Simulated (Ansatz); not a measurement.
## Ba2CuTeO6 in Ansatz, relaxation

Input:

```yaml
crystal:
  lattice:
    - [0.0, 5.661795, 0.0]
    - [5.661795, 0.0, 0.0]
    - [2.830898, 2.830898, -4.376566]
  atoms:
    - { symbol: Cu, position: [0.0, 0.0, 0.0] }
    - { symbol: O, position: [0.244, 0.263, 0.0] }
    - { symbol: O, position: [0.263, 0.756, 0.0] }
    - { symbol: O, position: [0.756, 0.737, 0.0] }
    - { symbol: O, position: [0.737, 0.244, 0.0] }
    - { symbol: Te, position: [0.5, 0.5, 0.0] }
    - { symbol: O, position: [0.281, 0.281, 0.438] }
    - { symbol: O, position: [0.719, 0.719, 0.562] }
    - { symbol: Ba, position: [0.75, 0.25, 0.5] }
    - { symbol: Ba, position: [0.25, 0.75, 0.5] }
  symmetry: { tolerance: 0.0003 }
kpoints:
  mp_grid: { grid: [4, 4, 4], shift: [0, 0, 0] }
magnetization:
  spin_polarized: false
scf:
  occupations: { method: cold, width: 0.168 }
  lower_state_search: "off"
hamiltonian:
  pseudopotentials: { kind: paw }
  xc: pbesol
basis:
  ecutwfc: 420
  fft_grid_basis: typed
relax:
  max_steps: 80
  cell: { p_target: 0.0 }
output:
  forces: true
  stress: true
  eigenvalues: true
  populations: true
  elf: true
  write_potential: true
  volumetric_format: npy
  dos:
    e_range: [-12, 8]
    de: 0.05
    projected: { site_lists: { Ba: [Ba], Cu: [Cu], O: [O], Te: [Te] } }
  bader: false
checkpoint:
  read: saved_state
```

The command:

```bash
ansatz run input.yaml --threads 2 --pin off --max-ram 3584MiB --backend cpu --events-out ev --progress --plain --runs-dir out
```

Origin of the cell: a database entry, scaled a little.

The saved state is a converged single point of the same cell.

Steps («new basis» is an SCF on plane waves selected anew at the same cell):

```tsv
step	ΔF (meV/atom)	max force component (eV/Å)	P (GPa)	volume (Å³)	SCF iterations	step was
1	0.0	0.387	-4.30	140.29	6	accepted
2	-14.1	0.292	1.22	133.01	7	accepted
3	-14.7	0.130	0.25	133.81	6	accepted
4	-15.1	0.031	-0.15	133.98	6	accepted
5	-15.2	0.069	0.13	134.00	8	accepted
6	-15.4	0.006	0.01	133.88	6	accepted
7	-13.5	0.005	-0.23	133.88	8	new basis
8	-13.6	0.003	0.00	133.59	6	accepted
9	-13.5	0.003	0.00	133.59	6	new basis
```

Step 1, with forces in eV/Å:

```xyz
10
Lattice="0.000 5.662 0.000 5.662 0.000 0.000 2.831 2.831 -4.377" Properties=species:S:1:pos:R:3:forces:R:3 pbc="T T T" step=1
Cu    0.000    0.000    0.000    0.000    0.000    0.000
O     1.489    1.381    0.000   -0.303   -0.300    0.000
O     4.280    1.489    0.000    0.300   -0.303    0.000
O     4.173    4.280    0.000    0.303    0.300    0.000
O     1.381    4.173    0.000   -0.300    0.303    0.000
Te    2.831    2.831    0.000    0.000    0.000    0.000
O     2.831    2.831   -1.917    0.000    0.000   -0.387
O     5.662    5.662   -2.460    0.000    0.000    0.387
Ba    2.831    5.662   -2.188    0.000    0.000    0.000
Ba    5.662    2.831   -2.188    0.000    0.000    0.000
```

Step 2, with forces in eV/Å:

```xyz
10
Lattice="0.000 5.592 0.000 5.592 0.000 0.000 2.796 2.796 -4.253" Properties=species:S:1:pos:R:3:forces:R:3 pbc="T T T" step=2
Cu    0.000    0.000    0.000    0.000    0.000    0.000
O     1.467    1.351    0.000   -0.179   -0.135    0.000
O     4.242    1.467    0.000    0.135   -0.179    0.000
O     4.126    4.242    0.000    0.179    0.135    0.000
O     1.351    4.126    0.000   -0.135    0.179    0.000
Te    2.796    2.796    0.000    0.000    0.000    0.000
O     2.796    2.796   -1.917    0.000    0.000   -0.292
O     5.592    5.592   -2.336    0.000    0.000    0.292
Ba    2.796    5.592   -2.127    0.000    0.000    0.000
Ba    5.592    2.796   -2.127    0.000    0.000    0.000
```

Step 3, with forces in eV/Å:

```xyz
10
Lattice="0.000 5.597 0.000 5.597 0.000 0.000 2.798 2.798 -4.271" Properties=species:S:1:pos:R:3:forces:R:3 pbc="T T T" step=3
Cu    0.000    0.000    0.000    0.000    0.000    0.000
O     1.459    1.354    0.000   -0.109   -0.073    0.000
O     4.243    1.459    0.000    0.073   -0.109    0.000
O     4.137    4.243    0.000    0.109    0.073    0.000
O     1.354    4.137    0.000   -0.073    0.109    0.000
Te    2.798    2.798    0.000    0.000    0.000    0.000
O     2.798    2.798   -1.925    0.000    0.000   -0.130
O     5.597    5.597   -2.346    0.000    0.000    0.130
Ba    2.798    5.597   -2.136    0.000    0.000    0.000
Ba    5.597    2.798   -2.136    0.000    0.000    0.000
```

Step 4, with forces in eV/Å:

```xyz
10
Lattice="0.000 5.594 0.000 5.594 0.000 0.000 2.797 2.797 -4.282" Properties=species:S:1:pos:R:3:forces:R:3 pbc="T T T" step=4
Cu    0.000    0.000    0.000    0.000    0.000    0.000
O     1.445    1.358    0.000   -0.021    0.007    0.000
O     4.236    1.445    0.000   -0.007   -0.021    0.000
O     4.149    4.236    0.000    0.021   -0.007    0.000
O     1.358    4.149    0.000    0.007    0.021    0.000
Te    2.797    2.797    0.000    0.000    0.000    0.000
O     2.797    2.797   -1.933    0.000    0.000    0.031
O     5.594    5.594   -2.349    0.000    0.000   -0.031
Ba    2.797    5.594   -2.141    0.000    0.000    0.000
Ba    5.594    2.797   -2.141    0.000    0.000    0.000
```

Step 5, with forces in eV/Å:

```xyz
10
Lattice="0.000 5.582 0.000 5.582 0.000 0.000 2.791 2.791 -4.301" Properties=species:S:1:pos:R:3:forces:R:3 pbc="T T T" step=5
Cu    0.000    0.000    0.000    0.000    0.000    0.000
O     1.409    1.381    0.000    0.019    0.025    0.000
O     4.201    1.409    0.000   -0.025    0.019    0.000
O     4.173    4.201    0.000   -0.019   -0.025    0.000
O     1.381    4.173    0.000    0.025   -0.019    0.000
Te    2.791    2.791    0.000    0.000    0.000    0.000
O     2.791    2.791   -1.926    0.000    0.000   -0.069
O     5.582    5.582   -2.375    0.000    0.000    0.069
Ba    2.791    5.582   -2.150    0.000    0.000    0.000
Ba    5.582    2.791   -2.150    0.000    0.000    0.000
```

Step 7, with forces in eV/Å:

```xyz
10
Lattice="0.000 5.589 0.000 5.589 0.000 0.000 2.794 2.794 -4.286" Properties=species:S:1:pos:R:3:forces:R:3 pbc="T T T" step=7
Cu    0.000    0.000    0.000    0.000    0.000    0.000
O     1.404    1.395    0.000   -0.002    0.000    0.000
O     4.194    1.404    0.000    0.000   -0.002    0.000
O     4.185    4.194    0.000    0.002    0.000    0.000
O     1.395    4.185    0.000    0.000    0.002    0.000
Te    2.794    2.794    0.000    0.000    0.000    0.000
O     2.794    2.794   -1.931    0.000    0.000    0.005
O     5.589    5.589   -2.355    0.000    0.000   -0.005
Ba    2.794    5.589   -2.143    0.000    0.000    0.000
Ba    5.589    2.794   -2.143    0.000    0.000    0.000
```

Step 9, with forces in eV/Å:

```xyz
10
Lattice="0.000 5.589 0.000 5.589 0.000 0.000 2.794 2.794 -4.277" Properties=species:S:1:pos:R:3:forces:R:3 pbc="T T T" step=9
Cu    0.000    0.000    0.000    0.000    0.000    0.000
O     1.401    1.398    0.000   -0.003   -0.002    0.000
O     4.190    1.401    0.000    0.002   -0.003    0.000
O     4.188    4.190    0.000    0.003    0.002    0.000
O     1.398    4.188    0.000   -0.002    0.003    0.000
Te    2.794    2.794    0.000    0.000    0.000    0.000
O     2.794    2.794   -1.931    0.000    0.000    0.002
O     5.589    5.589   -2.346    0.000    0.000   -0.002
Ba    2.794    5.589   -2.139    0.000    0.000    0.000
Ba    5.589    2.794   -2.139    0.000    0.000    0.000
```

- Free energy lowered by: 13.5 meV/atom
- Volume change: -4.78 %
- Final pressure: 0.00 GPa
- Relaxation steps listed: 9

Caveats: no moments, though an odd count or open d shells may carry them; no spin-orbit coupling, though heavy elements are present; the k mesh is coarse if the cell is a metal; the relaxation held the start's symmetry, so the end may be a saddle point; wide smearing.

It ran for 52 s on 2 threads of Arm Neoverse V1, with other jobs on the host, peak memory 0.54 GiB, from a saved density.
